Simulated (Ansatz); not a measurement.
Input for Ansatz (plane-wave DFT, PAW):

```yaml
crystal:
  lattice:
    - [5.92742, 0.0, 0.0]
    - [0.0, 8.354309, 0.0]
    - [0.0, 0.0, 5.889325]
  atoms:
    - { symbol: Zr, position: [0.0, 0.0, 0.0] }
    - { symbol: Zr, position: [0.0, 0.5, 0.0] }
    - { symbol: Zr, position: [0.5, 0.0, 0.5] }
    - { symbol: Zr, position: [0.5, 0.5, 0.5] }
    - { symbol: Pb, position: [0.523862, 0.25, 0.006927] }
    - { symbol: Pb, position: [0.023862, 0.25, 0.493073] }
    - { symbol: Pb, position: [0.976138, 0.75, 0.506927] }
    - { symbol: Pb, position: [0.476138, 0.75, 0.993073] }
    - { symbol: O, position: [0.015782, 0.75, 0.077229] }
    - { symbol: O, position: [0.287512, 0.040192, 0.211509] }
    - { symbol: O, position: [0.287512, 0.459808, 0.211509] }
    - { symbol: O, position: [0.787512, 0.040192, 0.288491] }
    - { symbol: O, position: [0.787512, 0.459808, 0.288491] }
    - { symbol: O, position: [0.515782, 0.75, 0.422771] }
    - { symbol: O, position: [0.484218, 0.25, 0.577229] }
    - { symbol: O, position: [0.212488, 0.540192, 0.711509] }
    - { symbol: O, position: [0.212488, 0.959808, 0.711509] }
    - { symbol: O, position: [0.712488, 0.540192, 0.788491] }
    - { symbol: O, position: [0.712488, 0.959808, 0.788491] }
    - { symbol: O, position: [0.984218, 0.25, 0.922771] }
basis:
  ecutwfc: 500
kpoints:
  mp_grid: { grid: [4, 4, 4] }
hamiltonian:
  xc: r2scan
scf:
  occupations: { method: gaussian, width: 0.02 }
output:
  forces: true
  stress: true
  eigenvalues: true
relax:
  adjacent_minimum: "off"
  f_tol: 0.01
  max_steps: 40
```

Launched with
```bash
ansatz run input.yaml --threads 4 --pin off --max-ram 10240MiB --backend cpu --events-out ev --progress --plain --runs-dir out
```

The calculation used DFT r2SCAN, scalar-relativistic, plane waves, PAW (Ansatz).

From the run's log, abridged (iterations and final results):

```
SCF iter   1: F=—  HF=-71308.902513 eV  |F-HF|=—  |Δ(HF+E_count)|=         —  Δρ=1.09e-2  dr2=4.24e-1  dr2_τ=7.49e-1  ethr=1.77e-3  ⟨swp⟩=6.0  Hψ=11027  notcnv=0
SCF iter   2: F=—  HF=-71309.113786 eV  |F-HF|=—  |Δ(HF+E_count)|=   2.11e-1  Δρ=5.32e-3  dr2=3.60e-2  dr2_τ=1.51e-2  ethr=2.41e-4  ⟨swp⟩=2.0  Hψ=5460  notcnv=0  defer=391
SCF iter   3: F=—  HF=-71309.112131 eV  |F-HF|=—  |Δ(HF+E_count)|=   1.66e-3  Δρ=2.01e-3  dr2=7.75e-3  dr2_τ=8.45e-4  ethr=2.04e-5  ⟨swp⟩=2.1  Hψ=5061  notcnv=0  defer=391
SCF iter   4: F=—  HF=-71309.112097 eV  |F-HF|=—  |Δ(HF+E_count)|=   3.35e-5  Δρ=5.28e-4  dr2=4.19e-4  dr2_τ=7.29e-5  ethr=4.40e-6  ⟨swp⟩=2.0  Hψ=3754  notcnv=0  defer=391
SCF iter   5: F=—  HF=-71309.112280 eV  |F-HF|=—  |Δ(HF+E_count)|=   1.83e-4  Δρ=1.33e-4  dr2=5.48e-5  dr2_τ=5.73e-6  ethr=2.38e-7  ⟨swp⟩=2.0  Hψ=4373  notcnv=0  defer=391
SCF iter   6: F=—  HF=-71309.112280 eV  |F-HF|=—  |Δ(HF+E_count)|=   2.15e-7  Δρ=6.39e-5  dr2=9.93e-6  dr2_τ=1.41e-6  ethr=3.12e-8  ⟨swp⟩=2.0  Hψ=4472  notcnv=0  defer=391
SCF iter   7: F=-71309.112279 eV  HF=-71309.112280 eV  |F-HF|=1.01e-6  |Δ(HF+E_count)|=   4.67e-7  Δρ=2.28e-5  dr2=1.62e-6  dr2_τ=1.39e-7  ethr=1.42e-9  ⟨swp⟩=11.0  Hψ=14468  notcnv=0
SCF 1 converged in 7 iterations: F = -71309.112279 eV  dr2 = 1.62e-6
relax step   1: F+E_penalty+E_count = -71309.11227889 eV  Δ(F+E_penalty+E_count) = +0.000e0 eV  max|allowed force component| = 2.071e-1 eV/Å  Δτ_max = 0.0000 Å  (7 SCF iters, dr2 threshold 2.50e-6 eV, accepted)
Initial density: handed on by an earlier stage of this run
Initial wavefunctions: those handed on with the density
SCF iter   1: F=—  HF=-71308.852828 eV  |F-HF|=—  |Δ(HF+E_count)|=         —  Δρ=6.12e-3  dr2=9.52e-2  dr2_τ=1.66e0  ethr=5.31e-5  ⟨swp⟩=2.0  Hψ=9508  notcnv=0  defer=387
SCF iter   2: F=—  HF=-71309.175647 eV  |F-HF|=—  |Δ(HF+E_count)|=   3.23e-1  Δρ=2.48e-3  dr2=1.75e-2  dr2_τ=1.31e-3  ethr=5.31e-5  ⟨swp⟩=3.0  Hψ=5800  notcnv=0  defer=387
SCF iter   3: F=—  HF=-71309.174757 eV  |F-HF|=—  |Δ(HF+E_count)|=   8.90e-4  Δρ=1.29e-3  dr2=4.92e-3  dr2_τ=3.53e-4  ethr=9.92e-6  ⟨swp⟩=2.0  Hψ=3577  notcnv=0  defer=387
SCF iter   4: F=—  HF=-71309.175546 eV  |F-HF|=—  |Δ(HF+E_count)|=   7.89e-4  Δρ=7.60e-4  dr2=1.31e-3  dr2_τ=2.37e-4  ethr=2.79e-6  ⟨swp⟩=2.0  Hψ=4572  notcnv=0  defer=387
SCF iter   5: F=—  HF=-71309.175435 eV  |F-HF|=—  |Δ(HF+E_count)|=   1.11e-4  Δρ=1.68e-4  dr2=5.93e-5  dr2_τ=4.75e-6  ethr=7.42e-7  ⟨swp⟩=2.0  Hψ=4732  notcnv=0  defer=387
SCF iter   6: F=—  HF=-71309.175469 eV  |F-HF|=—  |Δ(HF+E_count)|=   3.44e-5  Δρ=5.11e-5  dr2=6.06e-6  dr2_τ=6.75e-7  ethr=3.37e-8  ⟨swp⟩=2.0  Hψ=4383  notcnv=0  defer=387
SCF iter   7: F=—  HF=-71309.175471 eV  |F-HF|=—  |Δ(HF+E_count)|=   1.76e-6  Δρ=3.28e-5  dr2=2.76e-6  dr2_τ=3.42e-7  ethr=1.52e-9  ⟨swp⟩=11.9  Hψ=14176  notcnv=0
SCF iter   8: F=-71309.175471 eV  HF=-71309.175471 eV  |F-HF|=4.54e-8  |Δ(HF+E_count)|=   1.45e-7  Δρ=6.90e-6  dr2=1.42e-7  dr2_τ=6.52e-9  ethr=1.52e-9  ⟨swp⟩=4.4  Hψ=8681  notcnv=0
SCF 2 converged in 8 iterations: F = -71309.175471 eV  dr2 = 1.42e-7
relax step   2: F+E_penalty+E_count = -71309.17547081 eV  Δ(F+E_penalty+E_count) = -6.319e-2 eV  max|allowed force component| = 1.006e-1 eV/Å  Δτ_max = 0.0662 Å  (8 SCF iters, dr2 threshold 2.68e-6 eV, accepted)
SCF iter   1: F=—  HF=-71308.978407 eV  |F-HF|=—  |Δ(HF+E_count)|=         —  Δρ=3.36e-3  dr2=2.65e-2  dr2_τ=5.62e-1  ethr=1.94e-4  ⟨swp⟩=4.5  Hψ=6334  notcnv=0  defer=388
SCF iter   2: F=—  HF=-71309.175658 eV  |F-HF|=—  |Δ(HF+E_count)|=   1.97e-1  Δρ=1.41e-3  dr2=7.26e-3  dr2_τ=3.16e-4  ethr=1.50e-5  ⟨swp⟩=3.0  Hψ=5569  notcnv=0  defer=388
SCF iter   3: F=—  HF=-71309.175050 eV  |F-HF|=—  |Δ(HF+E_count)|=   6.07e-4  Δρ=8.01e-4  dr2=2.31e-3  dr2_τ=1.13e-4  ethr=4.12e-6  ⟨swp⟩=2.1  Hψ=4126  notcnv=0  defer=388
SCF iter   4: F=—  HF=-71309.175109 eV  |F-HF|=—  |Δ(HF+E_count)|=   5.93e-5  Δρ=3.34e-4  dr2=2.63e-4  dr2_τ=4.50e-5  ethr=1.31e-6  ⟨swp⟩=2.0  Hψ=4397  notcnv=0  defer=388
SCF iter   5: F=—  HF=-71309.175141 eV  |F-HF|=—  |Δ(HF+E_count)|=   3.18e-5  Δρ=1.22e-4  dr2=3.83e-5  dr2_τ=3.22e-6  ethr=1.49e-7  ⟨swp⟩=2.0  Hψ=4460  notcnv=0  defer=388
SCF iter   6: F=—  HF=-71309.175145 eV  |F-HF|=—  |Δ(HF+E_count)|=   4.00e-6  Δρ=3.86e-5  dr2=3.71e-6  dr2_τ=2.53e-7  ethr=2.17e-8  ⟨swp⟩=2.0  Hψ=4148  notcnv=0  defer=388
SCF iter   7: F=—  HF=-71309.175146 eV  |F-HF|=—  |Δ(HF+E_count)|=   1.22e-6  Δρ=2.65e-5  dr2=2.01e-6  dr2_τ=1.98e-7  ethr=3.59e-10  ⟨swp⟩=12.2  Hψ=14405  notcnv=0
SCF iter   8: F=-71309.175146 eV  HF=-71309.175146 eV  |F-HF|=2.34e-9  |Δ(HF+E_count)|=   1.65e-7  Δρ=5.70e-6  dr2=1.18e-7  dr2_τ=3.05e-9  ethr=3.59e-10  ⟨swp⟩=3.0  Hψ=10099  notcnv=0
SCF 3 converged in 8 iterations: F = -71309.175146 eV  dr2 = 1.18e-7
relax step   3: F+E_penalty+E_count = -71309.17514620 eV  Δ(F+E_penalty+E_count) = +3.246e-4 eV  max|allowed force component| = 1.037e-1 eV/Å  Δτ_max = 0.0461 Å  (8 SCF iters, dr2 threshold 6.33e-7 eV, rejected (line search))
SCF iter   1: F=—  HF=-71309.099580 eV  |F-HF|=—  |Δ(HF+E_count)|=         —  Δρ=2.21e-3  dr2=1.12e-2  dr2_τ=2.23e-1  ethr=6.01e-5  ⟨swp⟩=4.7  Hψ=6297  notcnv=0  defer=388
SCF iter   2: F=—  HF=-71309.186059 eV  |F-HF|=—  |Δ(HF+E_count)|=   8.65e-2  Δρ=8.69e-4  dr2=2.72e-3  dr2_τ=1.23e-4  ethr=6.37e-6  ⟨swp⟩=2.0  Hψ=5473  notcnv=0  defer=388
SCF iter   3: F=—  HF=-71309.185816 eV  |F-HF|=—  |Δ(HF+E_count)|=   2.43e-4  Δρ=5.00e-4  dr2=8.86e-4  dr2_τ=4.21e-5  ethr=1.55e-6  ⟨swp⟩=2.2  Hψ=4087  notcnv=0  defer=388
SCF iter   4: F=—  HF=-71309.185846 eV  |F-HF|=—  |Δ(HF+E_count)|=   2.96e-5  Δρ=2.55e-4  dr2=1.56e-4  dr2_τ=2.40e-5  ethr=5.03e-7  ⟨swp⟩=2.0  Hψ=4413  notcnv=0  defer=388
SCF iter   5: F=—  HF=-71309.185823 eV  |F-HF|=—  |Δ(HF+E_count)|=   2.22e-5  Δρ=7.91e-5  dr2=1.52e-5  dr2_τ=1.11e-6  ethr=8.84e-8  ⟨swp⟩=2.0  Hψ=4410  notcnv=0  defer=388
SCF iter   6: F=—  HF=-71309.185884 eV  |F-HF|=—  |Δ(HF+E_count)|=   6.01e-5  Δρ=2.05e-5  dr2=1.04e-6  dr2_τ=6.30e-8  ethr=8.65e-9  ⟨swp⟩=2.0  Hψ=4148  notcnv=0  defer=388
SCF iter   7: F=—  HF=-71309.185884 eV  |F-HF|=—  |Δ(HF+E_count)|=   4.46e-7  Δρ=1.28e-5  dr2=4.04e-7  dr2_τ=4.83e-8  ethr=5.88e-10  ⟨swp⟩=2.0  Hψ=4472  notcnv=0  defer=388
SCF iter   8: F=-71309.185884 eV  HF=-71309.185884 eV  |F-HF|=4.39e-9  |Δ(HF+E_count)|=   4.66e-8  Δρ=3.13e-6  dr2=3.08e-8  dr2_τ=1.25e-9  ethr=5.68e-11  ⟨swp⟩=9.9  Hψ=13596  notcnv=0
SCF 4 converged in 8 iterations: F = -71309.185884 eV  dr2 = 3.08e-8
relax step   4: F+E_penalty+E_count = -71309.18588396 eV  Δ(F+E_penalty+E_count) = -1.041e-2 eV  max|allowed force component| = 3.504e-2 eV/Å  Δτ_max = 0.0231 Å  (8 SCF iters, accepted)
SCF iter   1: F=—  HF=-71309.123448 eV  |F-HF|=—  |Δ(HF+E_count)|=         —  Δρ=1.56e-3  dr2=4.49e-3  dr2_τ=1.45e-1  ethr=4.16e-5  ⟨swp⟩=4.6  Hψ=6301  notcnv=0  defer=390
SCF iter   2: F=—  HF=-71309.187715 eV  |F-HF|=—  |Δ(HF+E_count)|=   6.43e-2  Δρ=7.88e-4  dr2=1.80e-3  dr2_τ=8.77e-5  ethr=2.55e-6  ⟨swp⟩=2.8  Hψ=5509  notcnv=0  defer=390
   ...
SCF iter   4: F=—  HF=-71309.215840 eV  |F-HF|=—  |Δ(HF+E_count)|=   1.64e-4  Δρ=1.80e-4  dr2=7.94e-5  dr2_τ=1.03e-5  ethr=1.95e-7  ⟨swp⟩=2.0  Hψ=4465  notcnv=0  defer=387
SCF iter   5: F=—  HF=-71309.215840 eV  |F-HF|=—  |Δ(HF+E_count)|=   1.31e-7  Δρ=8.51e-5  dr2=1.59e-5  dr2_τ=1.29e-6  ethr=4.51e-8  ⟨swp⟩=2.0  Hψ=4434  notcnv=0  defer=387
SCF iter   6: F=-71309.215846 eV  HF=-71309.215846 eV  |F-HF|=9.46e-8  |Δ(HF+E_count)|=   5.81e-6  Δρ=1.83e-5  dr2=8.71e-7  dr2_τ=5.73e-8  ethr=1.18e-9  ⟨swp⟩=9.6  Hψ=15088  notcnv=0
SCF 10 converged in 6 iterations: F = -71309.215846 eV  dr2 = 8.71e-7
relax step  10: F+E_penalty+E_count = -71309.21584623 eV  Δ(F+E_penalty+E_count) = -5.420e-3 eV  max|allowed force component| = 5.228e-3 eV/Å  Δτ_max = 0.0224 Å  (6 SCF iters, dr2 threshold 2.08e-6 eV, accepted)
SCF iter   1: F=—  HF=-71309.215846 eV  |F-HF|=—  |Δ(HF+E_count)|=         —  Δρ=1.83e-5  dr2=8.71e-7  dr2_τ=5.72e-8  ethr=4.95e-10  ⟨swp⟩=1.0  Hψ=6966  notcnv=0
SCF iter   2: F=—  HF=-71309.215846 eV  |F-HF|=—  |Δ(HF+E_count)|=   1.93e-7  Δρ=1.04e-5  dr2=2.60e-7  dr2_τ=2.23e-8  ethr=4.95e-10  ⟨swp⟩=2.0  Hψ=3427  notcnv=0
SCF iter   3: F=—  HF=-71309.215846 eV  |F-HF|=—  |Δ(HF+E_count)|=   1.53e-7  Δρ=6.28e-6  dr2=1.00e-7  dr2_τ=1.54e-8  ethr=5.68e-11  ⟨swp⟩=4.2  Hψ=9456  notcnv=0
SCF iter   4: F=-71309.215846 eV  HF=-71309.215846 eV  |F-HF|=6.40e-10  |Δ(HF+E_count)|=   1.37e-9  Δρ=1.09e-6  dr2=4.76e-9  dr2_τ=2.89e-10  ethr=5.68e-11  ⟨swp⟩=4.3  Hψ=8333  notcnv=0
SCF 11 converged in 4 iterations: F = -71309.215846 eV  dr2 = 4.76e-9
relax step  11: F+E_penalty+E_count = -71309.21584648 eV  Δ(F+E_penalty+E_count) = -2.497e-7 eV  max|allowed force component| = 5.357e-3 eV/Å  Δτ_max = 0.0000 Å  (4 SCF iters, accepted)
SCF iter   1: F=—  HF=-71309.202327 eV  |F-HF|=—  |Δ(HF+E_count)|=         —  Δρ=6.78e-4  dr2=9.78e-4  dr2_τ=2.25e-2  ethr=5.40e-6  ⟨swp⟩=3.0  Hψ=6092  notcnv=0  defer=387
SCF iter   2: F=—  HF=-71309.215804 eV  |F-HF|=—  |Δ(HF+E_count)|=   1.35e-2  Δρ=3.11e-4  dr2=2.94e-4  dr2_τ=1.23e-5  ethr=5.56e-7  ⟨swp⟩=2.9  Hψ=5506  notcnv=0  defer=387
SCF iter   3: F=—  HF=-71309.215795 eV  |F-HF|=—  |Δ(HF+E_count)|=   9.70e-6  Δρ=1.90e-4  dr2=1.11e-4  dr2_τ=5.40e-6  ethr=1.67e-7  ⟨swp⟩=1.0  Hψ=2529  notcnv=0  defer=387
SCF iter   4: F=—  HF=-71309.215813 eV  |F-HF|=—  |Δ(HF+E_count)|=   1.82e-5  Δρ=4.17e-5  dr2=4.32e-6  dr2_τ=3.42e-7  ethr=6.33e-8  ⟨swp⟩=2.1  Hψ=4359  notcnv=0  defer=387
SCF iter   5: F=—  HF=-71309.215870 eV  |F-HF|=—  |Δ(HF+E_count)|=   5.69e-5  Δρ=2.94e-5  dr2=2.08e-6  dr2_τ=2.83e-7  ethr=2.45e-9  ⟨swp⟩=2.0  Hψ=4473  notcnv=0  defer=387
SCF iter   6: F=—  HF=-71309.215869 eV  |F-HF|=—  |Δ(HF+E_count)|=   3.39e-7  Δρ=8.17e-6  dr2=1.84e-7  dr2_τ=9.73e-9  ethr=1.18e-9  ⟨swp⟩=2.0  Hψ=4461  notcnv=0  defer=387
SCF iter   7: F=-71309.215869 eV  HF=-71309.215869 eV  |F-HF|=6.42e-9  |Δ(HF+E_count)|=   3.97e-8  Δρ=2.77e-6  dr2=2.79e-8  dr2_τ=5.49e-10  ethr=5.68e-11  ⟨swp⟩=10.0  Hψ=12589  notcnv=0
SCF 12 converged in 7 iterations: F = -71309.215869 eV  dr2 = 2.79e-8
relax step  12: F+E_penalty+E_count = -71309.21586930 eV  Δ(F+E_penalty+E_count) = -2.282e-5 eV  max|allowed force component| = 1.131e-2 eV/Å  Δτ_max = 0.0112 Å  (7 SCF iters, accepted)
SCF iter   1: F=—  HF=-71309.211563 eV  |F-HF|=—  |Δ(HF+E_count)|=         —  Δρ=4.65e-4  dr2=3.91e-4  dr2_τ=1.07e-2  ethr=2.49e-6  ⟨swp⟩=3.0  Hψ=5798  notcnv=0  defer=387
SCF iter   2: F=—  HF=-71309.215990 eV  |F-HF|=—  |Δ(HF+E_count)|=   4.43e-3  Δρ=2.11e-4  dr2=1.17e-4  dr2_τ=6.09e-6  ethr=2.22e-7  ⟨swp⟩=2.3  Hψ=5438  notcnv=0  defer=387
SCF iter   3: F=—  HF=-71309.216047 eV  |F-HF|=—  |Δ(HF+E_count)|=   5.76e-5  Δρ=1.19e-4  dr2=3.78e-5  dr2_τ=2.37e-6  ethr=6.63e-8  ⟨swp⟩=2.0  Hψ=4256  notcnv=0  defer=387
SCF iter   4: F=—  HF=-71309.216055 eV  |F-HF|=—  |Δ(HF+E_count)|=   7.68e-6  Δρ=3.32e-5  dr2=2.42e-6  dr2_τ=3.26e-7  ethr=2.15e-8  ⟨swp⟩=2.0  Hψ=4435  notcnv=0  defer=387
SCF iter   5: F=—  HF=-71309.216055 eV  |F-HF|=—  |Δ(HF+E_count)|=   1.46e-7  Δρ=1.63e-5  dr2=5.76e-7  dr2_τ=8.32e-8  ethr=1.37e-9  ⟨swp⟩=2.0  Hψ=4473  notcnv=0  defer=387
SCF iter   6: F=-71309.216055 eV  HF=-71309.216055 eV  |F-HF|=1.51e-9  |Δ(HF+E_count)|=   3.31e-8  Δρ=4.45e-6  dr2=5.12e-8  dr2_τ=1.97e-9  ethr=7.26e-11  ⟨swp⟩=8.4  Hψ=12941  notcnv=0
SCF 13 converged in 6 iterations: F = -71309.216055 eV  dr2 = 5.12e-8
relax step  13: F+E_penalty+E_count = -71309.21605523 eV  Δ(F+E_penalty+E_count) = -1.859e-4 eV  max|allowed force component| = 9.172e-4 eV/Å  Δτ_max = 0.0067 Å  (6 SCF iters, dr2 threshold 1.28e-7 eV, accepted)
SCF iter   1: F=—  HF=-71309.216055 eV  |F-HF|=—  |Δ(HF+E_count)|=         —  Δρ=4.45e-6  dr2=5.10e-8  dr2_τ=1.98e-9  ethr=2.90e-11  ⟨swp⟩=1.0  Hψ=6966  notcnv=0
SCF iter   2: F=-71309.216055 eV  HF=-71309.216055 eV  |F-HF|=4.69e-9  |Δ(HF+E_count)|=   9.11e-9  Δρ=2.50e-6  dr2=1.38e-8  dr2_τ=9.01e-10  ethr=2.90e-11  ⟨swp⟩=4.0  Hψ=7689  notcnv=0
SCF 14 converged in 2 iterations: F = -71309.216055 eV  dr2 = 1.38e-8
relax step  14: F+E_penalty+E_count = -71309.21605524 eV  Δ(F+E_penalty+E_count) = -1.230e-8 eV  max|allowed force component| = 9.094e-4 eV/Å  Δτ_max = 0.0000 Å  (2 SCF iters, accepted)
SCF iter   1: F=—  HF=-71309.216055 eV  |F-HF|=—  |Δ(HF+E_count)|=         —  Δρ=2.50e-6  dr2=1.38e-8  dr2_τ=8.99e-10  ethr=7.86e-12  ⟨swp⟩=1.3  Hψ=8608  notcnv=0
SCF iter   2: F=-71309.216055 eV  HF=-71309.216055 eV  |F-HF|=2.63e-9  |Δ(HF+E_count)|=   4.61e-9  Δρ=1.50e-6  dr2=4.55e-9  dr2_τ=3.06e-10  ethr=7.84e-12  ⟨swp⟩=3.2  Hψ=7017  notcnv=0
SCF 15 converged in 2 iterations: F = -71309.216055 eV  dr2 = 4.55e-9
SCF converged after 2 iterations
Free energy (F): -71309.216055 eV
Harris-Foulkes:  -71309.216055 eV  (|F-HF|=2.63e-9)
Internal energy: -71309.216055 eV  (E = F + TS)
E sigma→0 (E₀):  -71309.216055 eV
Fermi energy:    10.943091 eV
--- Per-component energies (eV) ---
  E_band       = -667.880529
  E_kinetic    = 4589.732708
  E_local      = -10231.294301  (includes V_loc(G=0)·N_el)
  E_nonlocal   = 2270.401041
  E_hartree    = 3669.809212
  E_xc         = -2349.642025
  E_vxc        = -2708.492105  (∫ρ·V_xc dr)
  E_paw        = -55514.380436  (= ΣΔE_a)
  E_vpaw       = -2101.590968  (= ΣTr[D̂ρ^β])
  E_aug_tail   = 0.012309  (compensation charges beyond the density's cutoff)
  E_vtau       = 173.732889  (kinetic-family band-sum trace: ∫τ·v_τ [+ j·A + Jᵃ·Aᵃ] dr)
  E_ewald      = -13746.674315
  E_core_change = 2.819752  (= ΣΔE_core)
  E_smearing   =  0.000000  (= −TS)
--- Forces (eV/Å), atoms counted from 1 ---
  atom   1  Zr     0.00000000     0.00000000     0.00000000
  atom   2  Zr     0.00000000     0.00000000     0.00000000
  atom   3  Zr     0.00000000     0.00000000     0.00000000
  atom   4  Zr     0.00000000     0.00000000     0.00000000
  atom   5  Pb     0.00090590     0.00000000     0.00090651
  atom   6  Pb     0.00090590     0.00000000    -0.00090651
  atom   7  Pb    -0.00090590     0.00000000     0.00090651
  atom   8  Pb    -0.00090590     0.00000000    -0.00090651
  atom   9  O     -0.00035430     0.00000000    -0.00055917
  atom  10  O      0.00016884    -0.00027846    -0.00075311
  atom  11  O      0.00016884     0.00027846    -0.00075311
  atom  12  O      0.00016884    -0.00027846     0.00075311
  atom  13  O      0.00016884     0.00027846     0.00075311
  atom  14  O     -0.00035430     0.00000000     0.00055917
  atom  15  O      0.00035430     0.00000000    -0.00055917
  atom  16  O     -0.00016884    -0.00027846    -0.00075311
  atom  17  O     -0.00016884     0.00027846    -0.00075311
  atom  18  O     -0.00016884    -0.00027846     0.00075311
  atom  19  O     -0.00016884     0.00027846     0.00075311
  atom  20  O      0.00035430     0.00000000     0.00055917
--- Stress (GPa, compression-positive) ---
       -3.326066       0.000000       0.000000
        0.000000      -3.128079       0.000000
        0.000000       0.000000      -2.020352
  P = ⅓ Tr σ = -2.8248 GPa (-28.248 kbar)
--- Band table (eV; the first three rows and the last of 27) ---
  k-point 0: bands = ["-39.9012", "-39.8978", "-39.8944", "-39.8910", "-17.5511", "-17.5458", "-17.5292", "-17.5247", "-17.5101", "-17.4913", "-17.2895", "-17.2850", "-17.2800", "-17.2758", "-17.2621", "-17.2569", "-8.8486", "-8.6535", "-8.4577", "-8.4163", "-8.4104", "-8.3093", "-7.7913", "-7.7753", "-7.6239", "-7.5654", "-7.5637", "-7.5180", "-6.7719", "-6.7654", "-6.7646", "-6.7611", "-6.7249", "-6.7242", "-6.7208", "-6.6982", "-6.6732", "-6.6518", "-6.6500", "-6.6443", "-6.6279", "-6.6112", "-6.5576", "-6.5509", "-6.5147", "-6.3654", "-6.2861", "-6.2846", "1.7927", "2.3877", "3.0578", "3.1695", "4.6064", "4.6972", "4.7253", "4.9794", "5.0553", "5.1437", "5.1843", "5.2219", "5.4173", "6.3 ...
  k-point 1: bands = ["-39.9002", "-39.8968", "-39.8954", "-39.8920", "-17.5314", "-17.5309", "-17.4947", "-17.4903", "-17.4891", "-17.4785", "-17.3224", "-17.3220", "-17.3195", "-17.3137", "-17.2656", "-17.2593", "-8.7032", "-8.5228", "-8.4102", "-8.3364", "-8.3119", "-8.2740", "-7.9091", "-7.8596", "-7.7343", "-7.7337", "-7.5493", "-7.5021", "-6.7721", "-6.7659", "-6.7643", "-6.7604", "-6.7339", "-6.7336", "-6.7168", "-6.7122", "-6.6887", "-6.6757", "-6.6518", "-6.6412", "-6.6019", "-6.5825", "-6.5762", "-6.5365", "-6.5192", "-6.4141", "-6.3465", "-6.3356", "1.9408", "2.2823", "2.5970", "2.8977", "4.8794", "4.9133", "5.1623", "5.2281", "5.2605", "5.4203", "5.4896", "5.5233", "5.6510", "6.3 ...
  k-point 2: bands = ["-39.8978", "-39.8978", "-39.8944", "-39.8944", "-17.5217", "-17.5217", "-17.4143", "-17.4143", "-17.4124", "-17.4124", "-17.4059", "-17.4059", "-17.3988", "-17.3988", "-17.2633", "-17.2633", "-8.4566", "-8.4566", "-8.2135", "-8.2135", "-8.1105", "-8.1105", "-8.0752", "-8.0752", "-8.0232", "-8.0232", "-7.5002", "-7.5002", "-6.7692", "-6.7692", "-6.7619", "-6.7619", "-6.7459", "-6.7459", "-6.7176", "-6.7176", "-6.6955", "-6.6955", "-6.6548", "-6.6548", "-6.5813", "-6.5813", "-6.5165", "-6.5165", "-6.4982", "-6.4982", "-6.4141", "-6.4141", "2.2518", "2.2518", "2.3500", "2.3500", "5.1608", "5.1608", "5.3976", "5.3976", "5.7225", "5.7225", "5.9628", "5.9628", "6.2481", "6.2 ...
  k-point 26: bands = ["-39.8961", "-39.8961", "-39.8961", "-39.8961", "-17.5395", "-17.5395", "-17.5395", "-17.5395", "-17.3922", "-17.3922", "-17.3922", "-17.3922", "-17.2734", "-17.2734", "-17.2734", "-17.2734", "-8.5719", "-8.5719", "-8.5719", "-8.5719", "-7.8974", "-7.8974", "-7.8974", "-7.8974", "-7.6749", "-7.6749", "-7.6749", "-7.6749", "-6.7647", "-6.7647", "-6.7647", "-6.7647", "-6.7361", "-6.7361", "-6.7361", "-6.7361", "-6.6630", "-6.6630", "-6.6630", "-6.6630", "-6.6061", "-6.6061", "-6.6061", "-6.6061", "-6.4497", "-6.4497", "-6.4497", "-6.4497", "2.1512", "2.1512", "2.1512", "2.1512", "5.0683", "5.0683", "5.0683", "5.0683", "6.0743", "6.0743", "6.0743", "6.0743", "6.5566", "6. ...
--- Relaxed structure (14 steps of the walk, 13 accepted, 0 SCFs on fresh bases) ---
  F+E_penalty+E_count = -71309.21605524 eV   max|allowed force component| = 9.094e-4 eV/Å
  atoms:
    - { symbol: Zr, position: [0.0, 0.0, 0.0] }
    - { symbol: Zr, position: [0.0, 0.5, 0.0] }
    - { symbol: Zr, position: [0.49999999, 0.0, 0.5] }
    - { symbol: Zr, position: [0.49999999, 0.5, 0.5] }
    - { symbol: Pb, position: [0.46006592, 0.25, 0.01479495] }
    - { symbol: Pb, position: [-0.03993407, 0.25, 0.48520504] }
    - { symbol: Pb, position: [1.03993407, 0.75, 0.51479495] }
    - { symbol: Pb, position: [0.53993407, 0.75, 0.98520504] }
    - { symbol: O, position: [-0.02010917, 0.75, 0.05819000] }
    - { symbol: O, position: [0.27078608, 0.03544779, 0.22865972] }
    - { symbol: O, position: [0.27078608, 0.46455220, 0.22865972] }
    - { symbol: O, position: [0.77078608, 0.03544779, 0.27134027] }
    - { symbol: O, position: [0.77078608, 0.46455220, 0.27134027] }
    - { symbol: O, position: [0.47989082, 0.75, 0.44180999] }
    - { symbol: O, position: [0.52010917, 0.25, 0.55819000] }
    - { symbol: O, position: [0.22921391, 0.53544779, 0.72865972] }
    - { symbol: O, position: [0.22921391, 0.96455220, 0.72865972] }
    - { symbol: O, position: [0.72921391, 0.53544779, 0.77134027] }
    - { symbol: O, position: [0.72921391, 0.96455220, 0.77134027] }
    - { symbol: O, position: [1.02010917, 0.25, 0.94180999] }
```

The relaxation met its thresholds.

Time: 5.9 min on 4 threads of Oxide Virtual Turin-like Processor (Zen 5) (shared host), peak memory 2.2 GiB.

Spin–orbit coupling is left out, which can shift energies with elements as heavy as these.